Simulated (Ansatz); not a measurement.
Electric field gradients in RbCoAs₂Ir

Level of theory: Ansatz, DFT PBEsol, scalar-relativistic, plane waves, PAW. Cutoff 420 eV, 12×12×12 k-points (Γ-centred), Fermi-Dirac smearing of 0.15 eV. No spin polarisation.

Equilibrium structure at this level:
```
CELL_PARAMETERS angstrom
-1.93096 1.93096 7.03299
1.93096 -1.93096 7.03299
1.93096 1.93096 -7.03299
ATOMIC_POSITIONS crystal
Rb 0.00000 0.00000 0.00000
Co 0.25000 0.75000 0.50000
As 0.34850 0.34850 0.00000
As 0.65150 0.65150 0.00000
Ir 0.75000 0.25000 0.50000
```

The cell was built by swapping an element in a database structure (itself possibly hypothetical) and relaxing; it need not be the stable form of this composition. In a metal these results depend on the k mesh and the smearing. Spin polarisation was left out, and a magnetic state may lie lower. Spin–orbit coupling is left out, which matters for gradients at heavy nuclei.

Problem. Give V_zz (10²¹ V/m²) and the asymmetry η at each distinct site.

Solution.
```csv
atom,V_zz,η
Rb (atom 1),-4.10,0.00
Co (atom 2),-0.623,0.00
As (atom 3),-5.30,0.13
Ir (atom 5),9.85,0.00
```

Cost: 1 run of about 1.1 core-minutes, on Arm Neoverse V1 (shared hosts).